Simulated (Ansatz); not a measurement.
ZnS:
```
CELL_PARAMETERS angstrom
      0.00000     2.67820     2.67820
      2.67820     0.00000     2.67820
      2.67820     2.67820     0.00000
ATOMIC_POSITIONS crystal
  Zn 0.00000 0.00000 0.00000
  S  0.75000 0.75000 0.75000
```

Tensor components refer to the Cartesian frame of this cell.

Q: Give the high-frequency dielectric tensor and the Born effective charge tensors of the independent atoms from DFPT, the program Ansatz at the PBEsol level (PAW).

A: 
ε∞:
```
6.08  0.00  0.00
0.00  6.08  0.00
0.00  0.00  6.08
```
Z* of atom 1 (Zn), rows: field, columns: displacement, in e:
```
1.94  0.00  0.00
0.00  1.94  0.00
0.00  0.00  1.94
```
Z* of atom 2 (S), rows: field, columns: displacement, in e:
```
-1.94   0.00   0.00
 0.00  -1.94   0.00
 0.00   0.00  -1.94
```

Space group F-43m (zinc blende). Symmetry was held in the PBEsol relaxation.

Potentials: the earlier of the program's two PAW sets. The files were generated under PBE; for other functionals the program regenerates the frozen cores, and for LDA and PBEsol the local potential too.
